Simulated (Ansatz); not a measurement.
## Y: XPS core lines

Cell: an entry of the Crystallography Open Database (COD) whose atoms were relaxed with PBE, the cell held, repeated to a supercell; a hole's nearest image is 6.8 Å away.

```cif
data_Y
_symmetry_space_group_name_H-M 'P6_3/mmc'
_symmetry_Int_Tables_number 194
_cell_length_a 3.6515
_cell_length_b 3.6515
_cell_length_c 5.7474
_cell_angle_alpha 90.000
_cell_angle_beta 90.000
_cell_angle_gamma 120.000
loop_
_atom_site_label
_atom_site_type_symbol
_atom_site_symmetry_multiplicity
_atom_site_Wyckoff_symbol
_atom_site_fract_x
_atom_site_fract_y
_atom_site_fract_z
Y1 Y 2 d 0.3333 0.6667 0.7500
```

One atom of each set is listed; the run and its k-mesh use a cell of 8 atoms with edges of 8.55, 8.55, 6.81 Å.

Computed with Ansatz: DFT, PBE, plane waves and PAW, scalar-relativistic, 420 eV cutoff, Γ-centred 7×7×7 k-points, Fermi–Dirac smearing 0.05 eV.

Each value is a total-energy difference between the cell with one core hole and the ground state (ΔSCF), counted from the Fermi energy. The valence electrons get no spin in the cell with the hole, so they can't polarise against the unpaired core electron; that puts absolute values high, by some tenths of an eV and in some cases by about 1 eV.

**Question.** Give the Y 3d lines of each distinct site.

**Answer.** 

| line | atom | first shell | E_B (eV) | j = l + ½ / j = l − ½ (eV) |
| --- | --- | --- | --- | --- |
| Y 3d | 1 | 12 Y at 3.56–3.65 Å | 154.9 | 154.1 / 156.1 |

For p, d and f shells E_B is the weighted mean of the two lines, whose splitting comes from the free atom's Dirac orbitals.

Absolute PBE values can be off by an eV or more, and the 3d and 4f lines of heavy atoms by several eV. Multiplets, satellites and widths aren't calculated.
